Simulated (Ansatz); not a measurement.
**CsHfF3: forces and stress of a distorted cell**

System: generated CsHfF3 in the cubic perovskite structure, strained and with atoms displaced.

PBE on all-electron LAPW: scalar relativity, no spin–orbit coupling, point nuclei (Ansatz). Sampling: 2×2×2 (shift 0.5, 0.5, 0.5 mesh steps) mesh with 0.15 eV Fermi–Dirac smearing (a coarse mesh, not converged over the zone). In metals such a mesh can move stress, forces and moments by their own size. The run is spin-unpolarised. Holes or spare electrons on the non-metal atoms can carry spin, which this run forbids.

```xyz
5
Lattice="4.5206 -0.0968 0.0631 -0.0968 4.1718 0.0086 0.0631 0.0086 4.2992" Properties=species:S:1:pos:R:3 pbc="T T T"
Hf    2.6637    2.0328    1.1568
Cs    4.9698    4.0987    3.2850
F     4.9196    2.0276    1.0860
F     2.6995    4.1636    1.0233
F     2.6384    1.9881    3.2080
```

```csv
atom,Fx (eV/Å),Fy (eV/Å),Fz (eV/Å)
Hf1,-0.122,0.709,-1.358
Cs2,-0.260,-0.105,-0.063
F3,0.126,0.004,0.148
F4,0.106,-0.743,-0.031
F5,0.151,0.134,1.303
```

Stress tensor (GPa, compression positive):
```
 6.69 -1.30  0.29
-1.30 15.35  0.01
 0.29  0.01 12.58
```

The all-electron E − TS, for this scheme is -630357.279 eV, the pressure is 11.54 GPa and the largest force is 1.537 eV/Å.
